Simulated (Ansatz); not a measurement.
Starting structure of a cell relaxation (symmetry kept):

```yaml
crystal:
  lattice:
    - [4.31500, 0.00000, 0.00000]
    - [-2.15750, 3.73690, 0.00000]
    - [0.00000, 0.00000, 5.49000]
  atoms:
    - { symbol: Bi, position: [0.33333, 0.66667, 0.25000] }
    - { symbol: Bi, position: [0.66667, 0.33333, 0.75000] }
    - { symbol: Pt, position: [0.00000, 0.00000, 0.00000] }
    - { symbol: Pt, position: [0.00000, 0.00000, 0.50000] }
```

These are results of DFT PBEsol, scalar-relativistic, plane waves, PAW in Ansatz, not measurements.

Plane waves to 420 eV, a k mesh through Γ of 12×12×8 on the computed 4-atom cell and Gaussian smearing (0.10 eV); no spin polarisation.

Task: What does it relax to?

Result: The volume rises by 0.47 Å³/atom to 22.61 Å³/atom, and the energy falls by 4.4 meV/atom. Final structure:
```cif
data_structure
_symmetry_space_group_name_H-M 'P6_3/mmc'
_symmetry_Int_Tables_number 194
_cell_length_a 4.3619
_cell_length_b 4.3619
_cell_length_c 5.4876
_cell_angle_alpha 90.000
_cell_angle_beta 90.000
_cell_angle_gamma 120.000
_cell_volume 90.42
loop_
_atom_site_label
_atom_site_type_symbol
_atom_site_symmetry_multiplicity
_atom_site_Wyckoff_symbol
_atom_site_fract_x
_atom_site_fract_y
_atom_site_fract_z
_atom_site_occupancy
Bi1 Bi 2 c 0.33333 0.66667 0.25000 1
Pt1 Pt 2 a 0.00000 0.00000 0.00000 1
```

Spin–orbit coupling is left out, which can shift energies with elements as heavy as these.

Cost: 1 run of about 2 core-minutes, on Arm Neoverse V1 (shared hosts).